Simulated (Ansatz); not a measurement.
CdInNO:
```xyz
4
Lattice="3.5698 0.0000 0.0000 -1.7849 3.0915 0.0000 0.0000 0.0000 5.7657" Properties=species:S:1:pos:R:3 pbc="T T T"
In     0.0000     2.0610     2.9264
Cd     1.7849     1.0305     5.7328
O      0.0000     2.0610     0.8025
N      1.7849     1.0305     3.5110
```

Relaxed with r²SCAN.

**Question.** Map the electron localisation function on the plane through (0.333, 0.667, 0.508) spanned by u = [0, 0, 1] and v = [1, -1, 0] in lattice vectors, from r²SCAN (plane waves, PAW; program Ansatz).

**Answer.** x is the fraction of u, y of v (the angle between them is 90°; rows are the nearest grid lines); atoms in the plane: In at (0.00, 0.00), Cd at (0.49, 0.33), O at (0.63, 0.00), N at (0.10, 0.33).
```
|   .:::.    :=#%%+:-*%%-...   |
|   .::..    :=#%%*=+#%#-...   |
|...::..     .:+#%%%%%#*:..::..|
|::::...      .-+*####*=:..::::|
|::....       ..-=+**+=:....:::|
|...             .....     ....|
|                              |
|                              |
|                              |
|                              |
|.....                        .|
|==++==-:....:::...        .:-=|
|**##**+-:..::--::..       :-=*|
|%%%#%%%*:.:-==+==-:..    .-+#%|
|%#*=*%%#-.:-+#%#+=-:.    :=*#%|
|%*: -#%#-.:=*@@@#=-:..   :=*%%|
|%#+-+#%#-.:-+%@%*=-:.    :=*%%|
|%%%##%%*-.:-=+*+=-:..    .-+#%|
|#%%%%%#+:..:--=--:..     .:=+#|
|.::-===-..........-==-:. .....|
|.....::..     .:=*###*=:...::.|
|...:....     .-*%%%%%#*:..:...|
|   .::..    :=#%%*=+#%#-...   |
|   .:::.    :=#%%+:-*%%-...   |
```
Scale: ten equal steps from 0.001 (start of ' ') to 0.958 (end of '@'), in the order ' .:-=+*#%@'; x runs from 0.000 to 1.00, y from 0.000 (bottom) to 1.00 (top).

The density is the valence pseudo-density with augmentation charge, so density and ELF within about 1 Å of a nucleus are not all-electron values.

Space group P3m1. The start of the workflow was typed in or built on a structure type; neither database checked (COD, Materials Project) lists it. Whether it is the stable phase at ambient conditions was not checked. The r²SCAN relaxation kept the symmetry of its start; its stability against distortions is not shown here.

Potentials: the earlier of the program's two PAW sets.
